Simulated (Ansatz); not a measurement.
CdS: from a starting cell to a relaxed one

The start is a generated cell, CdS built in the 4H structure type. The cell and all atomic positions are relaxed at zero pressure with PBEsol (plane waves to 420 eV, PAW, scalar-relativistic; Ansatz, a program for electronic structure). The first steps use a coarse 7×7×2 k-mesh.

Initial structure:
```yaml
crystal:
  lattice:
    - [4.13872, 0.00000, 0.00000]
    - [-2.06936, 3.58423, 0.00000]
    - [0.00000, 0.00000, 13.54909]
  atoms:
    - { symbol: Cd, position: [0.00000, 0.00000, 0.00000] }
    - { symbol: Cd, position: [0.00000, 0.00000, 0.50000] }
    - { symbol: Cd, position: [0.66667, 0.33333, 0.75018] }
    - { symbol: Cd, position: [0.33333, 0.66667, 0.25018] }
    - { symbol: S, position: [0.00000, 0.00000, 0.81216] }
    - { symbol: S, position: [0.00000, 0.00000, 0.31216] }
    - { symbol: S, position: [0.66667, 0.33333, 0.56329] }
    - { symbol: S, position: [0.33333, 0.66667, 0.06329] }
```

Task: How much energy is released per atom?

Result: 0.002 eV/atom.

Task: How does the volume change?

Result: -1.7 %, from 25.12 to 24.70 Å³/atom.

Task: What band gap does the relaxed structure have at this level?

Result: 1.05 eV, direct at Γ (no spin-orbit coupling).

Task: What does it relax into? Give the structure.

Result: 
Space group P6₃mc (No. 186); a = b = 4.1207 Å, c = 13.4375 Å, α = β = 90.00°, γ = 120.00°

```csv
atom,site,symmetry,x,y,z
Cd,2a,3m.,0.0000,0.0000,0.0004
Cd,2b,3m.,0.3333,0.6667,0.2502
S,2a,3m.,0.0000,0.0000,0.3126
S,2b,3m.,0.3333,0.6667,0.0624
```

The space group stays P6₃mc (No. 186) (the run could not lower it); the end is AFLOW prototype AB_hP8_186_ab_ab (B5, as in SiC), with 8 atoms in the primitive cell. Final values are on a 9×9×3 k-mesh of the relaxed cell. No spin polarisation in the result.

The run could not lose the symmetry of its start; a randomly shaken copy of 8 atoms returns to this structure.

The first start was generated by placing the elements on the sites of a structure type. A measured structure of CdS has the same space group, P6₃mc (No. 186); the sites were not compared with it.
